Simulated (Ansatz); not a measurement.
Given:

Relaxed InP (zinc blende):

```
CELL_PARAMETERS angstrom
      0.00000     5.95953     5.95953
      2.97977     2.97977     5.95953
      2.97977     2.97977     0.00000
ATOMIC_POSITIONS crystal
  P  0.00000 0.75000 0.75000
  P  0.50000 0.75000 0.75000
  In 0.00000 0.00000 0.00000
  In 0.50000 0.00000 0.00000
```

A phonon eigenvector at X = (0.5, 0.5, 0.0) is frozen into this cell: atom i moves by Q times the vector below, so Q is the largest atomic displacement, in Å. The cell is held. (q is in reciprocal vectors of the primitive cell; the cell shown is doubled to hold the pattern.)

| atom | x | y | z |
|---|---|---|---|
| P1 | 0.000 | 0.000 | 1.000 |
| P2 | 0.000 | 0.000 | -1.000 |

Atoms not listed stay in place.

Calculation: PBE (plane waves to 420 eV, PAW, scalar-relativistic; Ansatz, a first-principles code). k mesh 10×10×10 (Γ-centred), Fermi-Dirac smearing 0.05 eV. The energy includes the smearing's −TS. InP was relaxed with its symmetry unable to fall. The zero of ΔE is the undisplaced structure.

The scan covers Q from -0.180 to 0.180 Å in 13 points.

Which space group does the distorted structure have?

P-4m2 (No. 115), lowered from F-43m.

What is the energy change at Q = 0.180 Å?

343 meV/cell.

What harmonic wavenumber does the curvature at Q = 0 give?

306 cm⁻¹.

(A displaced cell: forces are minus the slopes of the energy, force constants its curvatures, and phonons follow from these.)
